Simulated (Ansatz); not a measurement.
**Compressing TiO: a fit and a missing row**

TiO, P-6m2, a = 2.789 Å, c = 2.794 Å. This isn't the usual stable structure of the compound. Ansatz: PBEsol, PAW, 420 eV, Γ-centred 18×18×16 mesh on 2 atoms, Gaussian smearing 0.10 eV; no spin polarisation. Shape and atoms are relaxed at each volume; pressure is positive in compression.

```
V (Å³/atom) P (GPa)
      8.846    18.13
      9.128        ?
      9.410    -0.02
      9.693    -7.13
      9.975   -13.19
```

Q: Take V0 = 9.410 Å³/atom, count pressures from its P0 = -0.02 GPa, fit the third-order Birch–Murnaghan form to the other rows, and predict the missing pressure.

A: With the Eulerian strain f = ½[(V0/V)^(2/3) − 1] and y = (P − P0)/[3f(1 + 2f)^(5/2)], the form is the line y = B0 + 1.5 B0 (B0′ − 4) f. Rows (f, y): 0.02103, 259.5; -0.00978, 254.6; -0.01906, 253.8. Means f = -0.002603, y = 255.97; Σ(Δf)² = 0.0008809, ΣΔfΔy = 0.1290; the slope is their ratio. y = 256.3 + 146.4 f GPa, so B0 = 256.3 GPa and B0′ = 4 + 2 × (146.4)/(3 × 256.3) = 4.38. At V = 9.128, f = 0.01025, y = 257.80 and P = 8.32 GPa. The run gave 8.33 GPa, so the fit is 0.01 GPa too low, within the rms miss on the fitted rows (0.01 GPa).

Spin polarisation was left out, and a magnetic state may lie lower.